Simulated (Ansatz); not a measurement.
Computed with Ansatz, DFT PBE, scalar-relativistic, plane waves, PAW. Cutoff 420 eV, Γ-centred meshes of about 0.25 Å⁻¹ or finer for metals and 0.3 Å⁻¹ for insulators (2π included), Gaussian smearing. No spin polarisation.

Relaxed structures of Si3C4, with energies over the first row. Coordination counts C atoms around Si (those within 1.25 times the shortest such distance or 1.15 times the sum of covalent radii, 1.27 where that leaves under three; a slash parts the counts of unlike sites).

```json
{"#": "1", "form": "Pmm2", "sites": "Si 1c, 2h; C 2h, 2g", "V (Å³/atom)": "15.4", "coordination": "Si 2/3", "ΔE (meV/atom)": "0"}
{"#": "2", "form": "R-3m", "sites": "Si 6c, 3a; C 6c, 6c", "V (Å³/atom)": "10.7", "coordination": "Si 4/6", "ΔE (meV/atom)": "139"}
```

A further structure, relaxed alike:

```yaml
crystal:
  lattice:
    - [3.00417, 0.00000, 0.00000]
    - [-1.50209, 2.60169, 0.00000]
    - [0.00000, 0.00000, 8.89321]
  atoms:
    - { symbol: Si, position: [0.00000, 0.00000, 0.50000] }
    - { symbol: Si, position: [0.66667, 0.33333, 0.17271] }
    - { symbol: Si, position: [0.33333, 0.66667, 0.82729] }
    - { symbol: C, position: [0.00000, 0.00000, 0.08587] }
    - { symbol: C, position: [0.33333, 0.66667, 0.62166] }
    - { symbol: C, position: [0.00000, 0.00000, 0.91413] }
    - { symbol: C, position: [0.66667, 0.33333, 0.37834] }
```

**Question.** Place it among the others.

**Answer.** It is the lowest, 245 meV/atom below row 1, with space group P-3m1 (No. 164) and 9.9 Å³/atom. Counting C atoms around Si, this cell has Si 4/6 and row 1 has Si 2/3. This cell holds C–C pairs (shortest 1.53 Å); row 1 holds Si–Si units of three or more atoms (shortest 2.42 Å) and C–C pairs (shortest 1.33 Å). Si on a site of symmetry -3m is surrounded by 6 C at 2.04 Å; Si on a site of symmetry 3m has 4 C at 1.83–1.90 Å; C on its first site is surrounded by 1 C at 1.53 Å and 3 Si at 1.90 Å; around C on its second site lie 1 Si at 1.83 Å and 3 Si at 2.04 Å.

Even the lowest cell shown lies +0.44 eV/atom against the elements' standard structures at this level. No dispersion correction is applied, so the spacing and binding between layers, chains or molecules are poorly described (R-3m), and this can change margins and order among such cells. Trial moments fell under 0.15 μB along the way in P-3m1, Pmm2 and R-3m; another start might hold them. With atoms moved at random, the further cell came back. Row 1 and row 2 had no clear such test and can be saddle points. Some candidate types were left out of the draw beforehand, so a known form may be missing.
